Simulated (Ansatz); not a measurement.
Question: Name crystals whose computed values (the program Ansatz at the r²SCAN level (PAW)) fall in these windows: B₀ by P(V) fit (GPa) 200 to 250; G_Hill (GPa) 77 to 98.

Answer: 

```csv
crystal,B₀ by P(V) fit (GPa),G_Hill (GPa)
"Co, hcp (Mg type)",229,86.3
"Ni, hcp (Mg type)",216,86.6
"Ta2GeN, P6_3/mmc (Ge on 2d, Ta on 4f, N on 2a)",225,84.0
"SiMo2C, P6_3/mmc (Si on 2d, Mo on 4f, C on 2a)",231,94.1
"TiC, P6_3/mmc (Ti on 2c, C on 2d)",203,86.8
```
Others may fit too.

Spin orders computed, not proven ground states: Co, hcp (Mg type) ferromagnetic; Ni, hcp (Mg type) ferromagnetic. Typed or built starts, not in the databases checked: Ta2GeN, P6_3/mmc (Ge on 2d, Ta on 4f, N on 2a); SiMo2C, P6_3/mmc (Si on 2d, Mo on 4f, C on 2a); TiC, P6_3/mmc (Ti on 2c, C on 2d). Not the usual ambient phase: Ni, hcp (Mg type); TiC, P6_3/mmc (Ti on 2c, C on 2d). All cells were relaxed under the symmetry of their starts (and spin orders); stability against distortions was not tested throughout. Rows with no word on spin ran without spin polarisation. Spin–orbit coupling is left out wherever it is not named.

Potentials: the earlier of the program's two PAW sets.
